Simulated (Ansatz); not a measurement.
A relaxed cell of SnTe (Fm-3m (No. 225)), relaxed on a k-mesh at least as fine as the one used below. Method: PBEsol (plane waves to 420 eV, PAW, scalar-relativistic; Ansatz, a first-principles code). Γ-centred k-mesh 6×3×6 on the run's cell (coarser than for final values), Fermi–Dirac smearing 0.05 eV.

```
SnTe
1.0
    0.00000     3.14444     3.14444
    6.28888     0.00000     6.28888
    3.14444     3.14444     0.00000
Sn Te
2 2
Direct
  0.00000   0.00000   0.00000
  0.00000   0.50000   0.00000
  0.50000   0.25000   0.50000
  0.50000   0.75000   0.50000
```

The atoms are displaced by (Å):

```
atom      ux      uy      uz
----  ------  ------  ------
Sn1    0.056  -0.078   0.087
Sn2    0.031   0.117  -0.030
Te3    0.006  -0.083   0.007
Te4   -0.084  -0.091   0.003
```

Task: What forces (eV/Å) and pressure result?

Result: 
```json
[
 {"atom": "Sn1", "Fx": "-0.21", "Fy": "0.45", "Fz": "-0.36"},
 {"atom": "Sn2", "Fx": "0.18", "Fy": "-0.53", "Fz": "0.35"},
 {"atom": "Te3", "Fx": "-0.18", "Fy": "0.16", "Fz": "0.01"},
 {"atom": "Te4", "Fx": "0.21", "Fy": "-0.07", "Fz": "0.00"}
]
```

Pressure +0.4 GPa.

Task: Estimate the energy cost of the displacement in the harmonic approximation and compare with the calculation.

Result: For a harmonic well ΔE = −½ Σ F·u = 0.085 eV a cell, or 21 meV/atom. The calculated energy relative to the undisplaced cell is +0.02 eV/atom, so the harmonic estimate holds well.

No spin polarisation in the result.

The run that gave the undisplaced cell could not lose the symmetry of its start; a randomly shaken copy of 4 atoms returns to this structure.
